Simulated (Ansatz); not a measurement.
An Ansatz (a program for electronic structure) run. Input:

Ansatz 0.2 input:
```yaml
crystal:
  lattice:
    - [3.0882868627, 0.0, 0.0]
    - [-1.5441434313, 2.6745348773, 0.0]
    - [0.0, 0.0, 4.8356223655]
  atoms:
    - { symbol: Li, position: [0.3333333333, 0.6666666667, 0.3812368083] }
    - { symbol: Li, position: [0.6666666667, 0.3333333333, 0.8812368083] }
    - { symbol: F, position: [0.3333333333, 0.6666666667, 0.9937531917] }
    - { symbol: F, position: [0.6666666667, 0.3333333333, 0.4937531917] }
kpoints:
  mp_grid: { grid: [8, 8, 4] }
hamiltonian:
  xc: hse06
  pseudopotentials: { kind: paw }
scf:
  occupations: { method: fixed }
checkpoint: { read: static.run }
output: { bader: true, populations: true }
```

Output (shortened):

```
WARN checkpoint.read: basis.xc_grid differs: saved 2, current 1 (points along each axis for each point of the dense box …
WARN checkpoint.read: where the exact-exchange loop starts from the saved orbitals it accepts no state on its first cycle, because this run solves another …
Pseudopotential: Li, paw, valence charge 3
Pseudopotential: F, paw, valence charge 7
Functional definition: HSE06
davidson cushion auto → on  (no smearing: the cushion is to keep the highest requested band from converging to the state above it …
Crystal: 4 atoms, lattice volume = 39.941 Å³
Basis set: ecut = 420 eV, 761 PW (Γ)
Bands: 14, of which v1, the nominal top of the filled ones, is band 10 counted from 1 (9 counted from 0)
Symmetry: 12 space group operations
Space group: P63mc (ITA 186), of the structure as read, at distance tolerance 3.4e-5 Å
k-points: 30 of 256 (time reversal used)
Exchange kernel: α = 0.2500, screened, ω = 0.2079 Å⁻¹, Wigner–Seitz truncation, v(0) = 1046.0739 eV·Å³, q-mesh 8×8×4, nearest image of the exchange supercell L …
Frozen-core exchange: fock
iter 1 solved again at ethr=2.79e-9 eV; its pass at ethr=1.00e-1 eV (dr2=5.58e-7 eV) is discarded
SCF iter   1: F=—  HF=-2032.237634 eV  |F-HF|=—  |Δ(HF+E_count)|=         —  Δρ=7.85e-5  dr2=1.81e-6  ethr=2.79e-9  ⟨swp⟩=4.1  Hψ=2254  notcnv=0
preconditioner: auto → none
SCF iter   2: F=—  HF=-2032.237634 eV  |F-HF|=—  |Δ(HF+E_count)|=   4.79e-7  Δρ=3.03e-5  dr2=1.61e-6  ethr=2.79e-9  ⟨swp⟩=4.0  Hψ=1412  notcnv=0
SCF iter   3: F=—  HF=-2032.237655 eV  |F-HF|=—  |Δ(HF+E_count)|=   2.15e-5  Δρ=6.67e-5  dr2=1.12e-6  ethr=7.92e-10  ⟨swp⟩=3.6  Hψ=1411  notcnv=0
iter 4 solved again at ethr=2.71e-11 eV; its pass at ethr=7.92e-10 eV (dr2=5.42e-9 eV) is discarded
SCF iter   4: F=-2032.237655 eV  HF=-2032.237655 eV  |F-HF|=3.98e-9  |Δ(HF+E_count)|=   3.81e-7  Δρ=6.84e-6  dr2=1.34e-8  ethr=2.71e-11  ⟨swp⟩=2.0  Hψ=2400  notcnv=0
SCF 1 converged in 4 iterations: F = -2032.237655 eV  dr2 = 1.34e-8
hybrid outer 1: dexx = +4.494e-8 eV, tail = 2.38e-8 eV
Crystal: 4 atoms, lattice volume = 39.941 Å³
Exchange kernel: α = 0.2500, screened, ω = 0.2079 Å⁻¹, Wigner–Seitz truncation, v(0) = 1046.0739 eV·Å³, q-mesh 8×8×4, nearest image of the exchange supercell L …
Frozen-core exchange: fock
SCF iter   1: F=—  HF=-2032.237655 eV  |F-HF|=—  |Δ(HF+E_count)|=         —  Δρ=8.03e-6  dr2=9.40e-9  ethr=5.00e-9  ⟨swp⟩=2.0  Hψ=960  notcnv=0
preconditioner: auto → none
SCF iter   2: F=-2032.237655 eV  HF=-2032.237655 eV  |F-HF|=1.24e-9  |Δ(HF+E_count)|=   2.36e-9  Δρ=3.85e-6  dr2=1.90e-9  ethr=4.66e-11  ⟨swp⟩=2.0  Hψ=961  notcnv=0
SCF 2 converged in 2 iterations: F = -2032.237655 eV  dr2 = 1.90e-9
hybrid outer 2: dexx = +3.448e-10 eV, tail = 4.42e-9 eV, Δε = 4.92e-5 eV (about 3.66e-5 eV left of the loop's levels)
hybrid SCF converged: 2 outer / 6 inner (+0 warm-up), last move |dexx| = 3.45e-10 eV, tail = 4.42e-9 eV
Stability not checked (fock_operator)
Free energy (F): -2032.237655 eV
Frozen-core exchange: fock
Harris-Foulkes:  -2032.237655 eV  (|F-HF|=1.24e-9)
Internal energy: -2032.237655 eV  (E = F + TS)
E sigma→0 (E₀):  -2032.237655 eV
Fermi energy:    -2.560052 eV
--- Per-component energies (eV) ---
  E_band       = -315.461428
  E_kinetic    = 464.982854
  E_local      = -1482.483880  (includes V_loc(G=0)·N_el)
  E_nonlocal   = 78.173270
  E_hartree    = 535.212310
  E_xc         = -147.221175
  E_vxc        = -187.181893  (∫ρ·V_xc dr)
  E_exx        = -76.790622  (= α·E_x^exact, valence–valence)
  E_paw        = -403.719349  (= ΣΔE_a)
  E_vpaw       = -105.798695  (= ΣTr[D̂ρ^β])
  E_aug_tail   = 0.003937  (compensation charges beyond the density's cutoff)
  E_ewald      = -1000.334605
  E_core_change = -0.060396  (= ΣΔE_core)
  E_smearing   =  0.000000  (= −TS)
  E_closure    = 0.000000  (closes the sum)
  Σ components = -2032.237655   (vs F -2032.237655, Δ=4.55e-13)
  [band-id]    e_kinetic+e_local+e_nonlocal+2·e_hartree+e_vxc+2·e_exx+e_vpaw+e_augmentation_tail = -315.461030   (vs E_band -315.461428, Δ=3.98e-4)
--- Band table (eV; the first three rows and the last of 30) ---
  k-point 0: bands = ["-45.0022", "-44.9601", "-23.5541", "-23.3139", "-4.7697", "-3.0522", "-3.0522", "-2.7202", "-2.7202", "-2.5601", "7.3997", "11.8337"]
  k-point 1: bands = ["-44.9961", "-44.9663", "-23.5214", "-23.3517", "-4.4700", "-3.0041", "-3.0041", "-2.9137", "-2.7694", "-2.7694", "7.8786", "10.7861"]
  k-point 2: bands = ["-44.9812", "-44.9812", "-23.4391", "-23.4391", "-3.7179", "-3.7179", "-2.8872", "-2.8872", "-2.8872", "-2.8872", "9.1418", "9.1418"]
  k-point 29: bands = ["-44.9558", "-44.9558", "-23.3377", "-23.3377", "-4.2136", "-4.2136", "-3.8294", "-3.8294", "-2.9586", "-2.9586", "11.8780", "11.8780"]
  guard bands above this table: 2 of the run's 14 bands. The solve was not asked for them (output.publish_guard_bands: true or output.eigenvalues …
--- Löwdin populations: 4 sites ---
  site symbol       q [e]
     0     Li      2.1881
     1     Li      2.1881
     2      F      7.7612
     3      F      7.7612
  spilling = 0.005068 (of n_electrons = 20.000000)
--- Bader charges: 4 sites ---
  site symbol  charge [e]  shift [e]
     0     Li      0.9063     0.0009
     1     Li      0.9063     0.0009
     2      F     -0.9063     0.0009
     3      F     -0.9063     0.0009
  shift: an alarm, by how much a part of what the PAW files miss would move the charge. Where it is large, compare
  with a run on PAW files of another source; a small one proves nothing
  estimated error of the sums over rays = 1.2e-4 e
```

Cost: about 70 core-seconds (a rough figure) on shared cores.

Space group P6_3mc (wurtzite). The first step of the workflow began from a Materials Project structure, measured or hypothetical; the Crystallography Open Database copy checked does not list it. It is not the phase usual at ambient conditions (space group No. 225). The cell was relaxed with HSE06 under the symmetry of its start; its stability against distortions is not shown here.

Potentials: the later of the program's two PAW sets.

Ansatz is a plane-wave DFT program.
